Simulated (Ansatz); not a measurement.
TiAl3 (D022 type, space group I4/mmm)

```yaml
crystal:
  lattice:
    - [-1.92295, 1.92295, 4.30988]
    - [1.92295, -1.92295, 4.30988]
    - [1.92295, 1.92295, -4.30988]
  atoms:
    - { symbol: Al, position: [0.50000, 0.50000, 0.00000] }
    - { symbol: Al, position: [0.75000, 0.25000, 0.50000] }
    - { symbol: Al, position: [0.25000, 0.75000, 0.50000] }
    - { symbol: Ti, position: [0.00000, 0.00000, 0.00000] }
```

This relaxed cell (volume V₀) is scaled evenly in all directions, its shape held. Symmetry pins the atoms to their sites.

Computed with PBE (plane waves to 420 eV, PAW, scalar-relativistic; Ansatz, a first-principles code). k mesh 18×18×18 (Γ-centred), Fermi-Dirac smearing 0.05 eV. The energy includes the smearing's −TS. Stress and pressure are positive under compression. With the shape held, the modulus is that of even scaling; a crystal free to change shape is softer. TiAl3 is run without spin polarisation. TiAl3 was relaxed with its symmetry unable to fall. ΔE is measured from the relaxed starting cell. The last digit holds for this mesh only.

```json
[
 {"V (Å³/atom)": "14.981", "ΔE (meV/atom)": "withheld"},
 {"V (Å³/atom)": "15.220", "ΔE (meV/atom)": "11.5"},
 {"V (Å³/atom)": "15.459", "ΔE (meV/atom)": "5.0"},
 {"V (Å³/atom)": "15.698", "ΔE (meV/atom)": "1.2"},
 {"V (Å³/atom)": "15.937", "ΔE (meV/atom)": "0.0"},
 {"V (Å³/atom)": "16.176", "ΔE (meV/atom)": "1.2"},
 {"V (Å³/atom)": "16.415", "ΔE (meV/atom)": "4.5"},
 {"V (Å³/atom)": "16.654", "ΔE (meV/atom)": "9.9"},
 {"V (Å³/atom)": "16.893", "ΔE (meV/atom)": "17.1"}
]
```

Task: Fit a third-order Birch-Murnaghan form (E₀, V₀, B₀, B₀′ free) to the given rows and predict ΔE at V = 14.981.

Result: Least squares on the 8 given rows: ΔE = E₀ + (9V₀B₀/16)·y²·[2 + (B₀′ − 4)y], y = (V₀/V)^(2/3) − 1, with V₀ = 15.936 Å³/atom, B₀ = 105.6 GPa (160.2 GPa = 1 eV/Å³; the term in eV is multiplied by 1000), B₀′ = 4.31, E₀ = 0.01 meV/atom; root-mean-square residual 0.02 meV/atom. At 14.981 the fit gives 21.0 meV/atom; the calculation gives 21.0 meV/atom, the same to the digits shown. For the pressure the fit gives 7.5 GPa against the computed 7.4 GPa.

(A scan under strain: stresses follow from slopes of the energy per volume, elastic moduli from its curvatures.)
